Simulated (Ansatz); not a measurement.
According to the program Ansatz at the r²SCAN+D4 level (PAW), Ge2Sb2Te5 in the trigonal phase (R-3m; Pearson symbol hR9) relaxes to a = 4.240 Å, c = 52.577 Å. Te on 3a has 6 nearest neighbours from 2.99 Å (octahedral); Ge has 6 nearest neighbours from 2.97 Å (octahedral); Te on 6c has 6 nearest neighbours from 2.97 Å (octahedral); Sb has 6 nearest neighbours from 2.98 Å (octahedral). Against the elements it lies at -0.080 eV/atom, with no fitted shifts.

The Kohn–Sham gap is 0.47 eV (direct). The valence maximum lies at Γ and the conduction minimum at Γ. The hole mass is 0.070, 0.070, 0.47 mₑ (principal values).

Bader charges are Te -0.46 to -0.36, Ge +0.44, Sb +0.60 e.

The start of the workflow was typed in or built on a structure type; neither database checked (COD, Materials Project) lists it. It is not the phase usual at ambient conditions (space group No. 164). The cell was relaxed with r²SCAN+D4 under the symmetry of its start; whether a distortion lowers the energy is not shown. The references are the lowest solids computed at this level, not always the standard phases. Spin–orbit coupling is left out wherever it is not named.

Potentials: the later of the program's two PAW sets.
